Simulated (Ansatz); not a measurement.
Input and command of a plane-wave DFT calculation in Ansatz:

```yaml
crystal:
  lattice:
    - [7.5434048859, 0.0, 0.0]
    - [-3.7717024429, 6.5327802622, 0.0]
    - [0.0, 0.0, 23.4491116738]
  atoms:
    - { symbol: Se, position: [0.3333333333, 0.1666666667, 0.3411643098] }
    - { symbol: Se, position: [0.3333333333, 0.6666666667, 0.3411643098] }
    - { symbol: Se, position: [0.8333333333, 0.1666666667, 0.3411643098] }
    - { symbol: Se, position: [0.8333333333, 0.6666666667, 0.3411643098] }
    - { symbol: Pt, position: [0.0, 0.0, 0.3960731485] }
    - { symbol: Pt, position: [0.0, 0.5, 0.3960731485] }
    - { symbol: Pt, position: [0.5, 0.0, 0.3960731485] }
    - { symbol: Pt, position: [0.5, 0.5, 0.3960731485] }
    - { symbol: Se, position: [0.1666666667, 0.3333333333, 0.4509841635] }
    - { symbol: Se, position: [0.1666666667, 0.8333333333, 0.4509841635] }
    - { symbol: Se, position: [0.6666666667, 0.3333333333, 0.4509841635] }
    - { symbol: Se, position: [0.6666666667, 0.8333333333, 0.4509841635] }
    - { symbol: C, position: [1.0291746116, 0.8938656561, 0.5653467047] }
    - { symbol: C, position: [0.9407227526, 0.7583933925, 0.6175789605] }
    - { symbol: H, position: [0.9166666667, 0.8333333333, 0.5298784101] }
    - { symbol: H, position: [1.1717014095, 0.896842571, 0.5518238044] }
    - { symbol: H, position: [1.0648906903, 1.0521233074, 0.5755134011] }
    - { symbol: H, position: [0.7981818634, 0.7554042536, 0.6311018609] }
    - { symbol: H, position: [1.0532306975, 0.8189257153, 0.6530515196] }
    - { symbol: H, position: [0.9050126534, 0.6001265277, 0.6074122641] }
basis:
  ecutwfc: 420
kpoints:
  mp_grid: { grid: [3, 3, 1] }
hamiltonian:
  xc: pbe
  dispersion: d3bj
scf:
  occupations: { method: gaussian, width: 0.1 }
output:
  forces: true
  eigenvalues: true
relax:
  adjacent_minimum: "off"
  f_tol: 0.04
  max_steps: 100
  constraints: [{ sites: [0, 1, 2, 3] }]
efield:
  axis: 3
  dipole_correction: true
  ramp_width: 0.04
```

```bash
ansatz run input.yaml --threads 4 --pin off --max-ram 10240MiB --backend cpu --events-out ev --progress --plain --runs-dir out
```

Processor: Intel(R) Xeon(R) 6975P-C (Granite Rapids), 4 threads, on a host shared with other jobs.

**Question.** Estimate time, memory and problem size.

**Answer.** About 6.1 min on 4 threads of Intel(R) Xeon(R) 6975P-C (Granite Rapids), on a shared host, peak memory 3.2 GiB. It solves 129 bands at 5 k points (the mesh reduced by symmetry) with about 22663 plane waves, in 171 SCF iterations over 22 ionic steps.
